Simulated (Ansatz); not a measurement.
Values for one crystal, relaxed and computed with plane-wave PAW LDA (Ansatz code); other levels are named.

```yaml
volume_per_atom: 25.12 Å³
band_gap: 0.50 eV (indirect)
dynamical_stability_on_the_path: unstable, down to 37i cm⁻¹
Highest zone-centre frequency (without LO–TO term): 298 cm⁻¹
electron_effective_mass: 0.32, 0.32, 0.47 mₑ (principal values)
mechanical_stability: stable (all eigenvalues of C positive)
valence_band_maximum: at X
```

Problem. Which compound is it?
A. Rb2CuSbCl6, Fm-3m (Rb on 8c, Cu on 4b, Sb on 4a, Cl on 24e)
B. KSb, P2_1/c (K on 4e, K on 4e, Sb on 4e, Sb on 4e)
C. Mg2H6Ru, Fm-3m (Mg on 8c, H on 24e, Ru on 4a)
D. CrCuP2Se6, C2 (Pearson symbol mS20)

Solution. A, Rb2CuSbCl6, Fm-3m (Rb on 8c, Cu on 4b, Sb on 4a, Cl on 24e)

The first step of the workflow began from a Materials Project structure, measured or hypothetical; the Crystallography Open Database copy checked does not list it. Its standing as an ambient phase is unchecked. Symmetry was held in the LDA relaxation. The run is not spin-polarised. Scalar-relativistic: spin–orbit coupling is off unless named, which matters more the heavier the elements.

Potentials: the later of the program's two PAW sets.
